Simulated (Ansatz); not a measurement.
GaAs:
```
GaAs
1.0
    3.37402     0.00000     0.00000
    0.00000     3.37402     0.00000
    0.00000     0.00000     3.37402
Ga As
1 1
Direct
  0.00000   0.00000   0.00000
  0.50000   0.50000   0.50000
```

Relaxed with PBE. Special points in fractions of this cell's reciprocal vectors: Γ (0.000, 0.000, 0.000); X (0.000, 0.500, 0.000); M (0.500, 0.500, 0.000); R (0.500, 0.500, 0.500).

Task: List the band energies nearest the Fermi level at these points for DFT-PBE with spin–orbit coupling in the program Ansatz with PAW potentials.

Result: In eV from the Fermi level; about four levels below and three above (degenerate sets whole), none deeper than 8.9 eV; … stands for higher levels left out; points with the same levels are listed once.

```json
[
 {"k": "Γ", "below": "-0.46 -0.46 -0.46 -0.46", "above": "4.89 4.89 4.89 4.89"},
 {"k": "X", "below": "-8.09 -8.09", "above": "1.24 1.24 1.51 1.51"},
 {"k": "M", "below": "-4.99 -4.99 -4.61 -4.61", "above": "2.25 2.25 6.94 6.94"},
 {"k": "R", "below": "-0.28 -0.28 -0.28 -0.28", "above": "19.12 19.12 …"}
]
```

Space group Pm-3m (CsCl type). The cell is a constructed one: a structure type filled with these elements; neither database checked (COD, Materials Project) lists it. It is not the phase usual at ambient conditions (space group No. 216). The cell was relaxed with PBE under the symmetry of its start; whether a distortion lowers the energy is not shown.

Potentials: the earlier of the program's two PAW sets.
